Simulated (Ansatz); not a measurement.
Ta₂N in space group P4/nmm (No. 129; Ta on 2a, Ta on 2c, N on 2c), plane-wave PAW PBE (Ansatz code), all energies at zero smearing, with the estimated change up to a 700 eV cutoff added, with one set of potentials and settings (totals compare only within such a set). Cell of 6 atoms (4 Ta, 2 N): -40494.340 eV.

```json
[
 {"element": "Ta", "reference phase": "Im-3m, 1 atoms in the cell", "E (eV/atom)": "-9932.2522"},
 {"element": "N", "reference phase": "Pa-3, 8 atoms in the cell", "E (eV/atom)": "-384.0325"}
]
```

Formation energy per atom, worked out: (-40494.340 − 4×(-9932.2522) − 2×(-384.0325))/6 = 0.456 eV/atom (44 kJ per mol of atoms), at 0 K, without zero-point energy or fitted corrections.

The cell is a constructed one: a structure type filled with these elements; neither database checked (COD, Materials Project) lists it. Its standing as an ambient phase is unchecked. Symmetry was held in the PBE relaxation; whether a distortion lowers the energy is not shown. The run is not spin-polarised. The references are the lowest solids computed at this level, not always the standard phases (solids in place of the gases). Scalar-relativistic: spin–orbit coupling is off unless named, which matters more the heavier the elements.

Potentials: the later of the program's two PAW sets.
